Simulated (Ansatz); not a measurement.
Bi2Se3:
```xyz
5
Lattice="4.0778 0.0000 0.0000 -2.0389 3.5315 0.0000 0.0000 0.0000 40.0000" Properties=species:S:1:pos:R:3 pbc="T T F"
Se     0.0000     0.0000    20.0000
Bi     0.0000     2.3543    21.9111
Se     0.0000     2.3543    16.5342
Bi     2.0389     1.1772    18.0889
Se     2.0389     1.1772    23.4658
```
The layer is periodic in x and y and isolated along z.

Relaxed with LDA. Special points in fractions of this cell's reciprocal vectors: Γ (0.000, 0.000, 0.000); M (0.500, 0.000, 0.000); K (0.333, 0.333, 0.000).

### Question
List the band energies nearest the valence-band maximum at these points for LDA (plane waves, PAW; program Ansatz).

### Answer
In eV from the valence-band maximum; about four levels below and three above (degenerate sets whole), none deeper than 8.9 eV; points with the same levels are listed once.

```csv
k,below,above
Γ,-0.81 -0.70 -0.70 -0.42,0.79 2.12 2.12
M,-1.91 -1.13 -0.87 -0.64,1.62 2.83 2.84
K,-2.44 -2.44 -1.43 -0.44 -0.44,2.26 3.12 3.12
```

Space group P-3m1 (quintuple layer). A layer that has been made, often on a substrate. The cell was relaxed with LDA under the symmetry of its start; its stability against distortions is not shown here. Spin–orbit coupling is left out wherever it is not named.

Potentials: the later of the program's two PAW sets.
